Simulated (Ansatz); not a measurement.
All numbers below come from Ansatz 0.2.0, DFT PBE, scalar-relativistic, plane waves, PAW. All cells share a 420 eV cutoff and Γ-centred k meshes spaced at most about 0.3 Å⁻¹ (about 0.25 or finer for metals, 2π included). No spin polarisation in the final relaxations.

These are static total energies at zero pressure. All come from trial cells, and lower structures may exist.

Question: These unrelaxed guesses for MgCd5O6 are each relaxed within their symmetry. Order them by the energy at which they end, lowest first.
A.

Space group P-3m1 (No. 164). a = 3.560 Å, b = 3.560 Å, c = 17.439 Å, α = 90.00°, β = 90.00°, γ = 120.00°
```tsv
atom	site	symmetry	x	y	z
Mg	1b	-3m.	0.0000	0.0000	0.5000
Cd	2d	3m.	0.6667	0.3333	0.6667
Cd	2d	3m.	0.6667	0.3333	0.1667
Cd	1a	-3m.	0.0000	0.0000	0.0000
O	2d	3m.	0.3333	0.6667	0.5833
O	2c	3m.	0.0000	0.0000	0.2500
O	2d	3m.	0.3333	0.6667	0.0833
```

B.

Space group P4/mmm (No. 123). a = 3.560 Å, b = 3.560 Å, c = 15.102 Å, α = 90.00°, β = 90.00°, γ = 90.00°
```
atom  site  symmetry       x       y       z
  Mg    1d     4/mmm  0.5000  0.5000  0.5000
  Cd    2g       4mm  0.0000  0.0000  0.6667
  Cd    2h       4mm  0.5000  0.5000  0.8333
  Cd    1a     4/mmm  0.0000  0.0000  0.0000
   O    2g       4mm  0.0000  0.0000  0.8333
   O    1c     4/mmm  0.5000  0.5000  0.0000
   O    2h       4mm  0.5000  0.5000  0.3333
   O    1b     4/mmm  0.0000  0.0000  0.5000
```

Answer: A (ends in P-3m1, 0 meV/atom), B (ends in P4/mmm, 16 meV/atom).

Cells relaxed within their symmetry can be saddle points. Some structure types and database cells were kept out of the candidates from the start, so a known form may be missing.
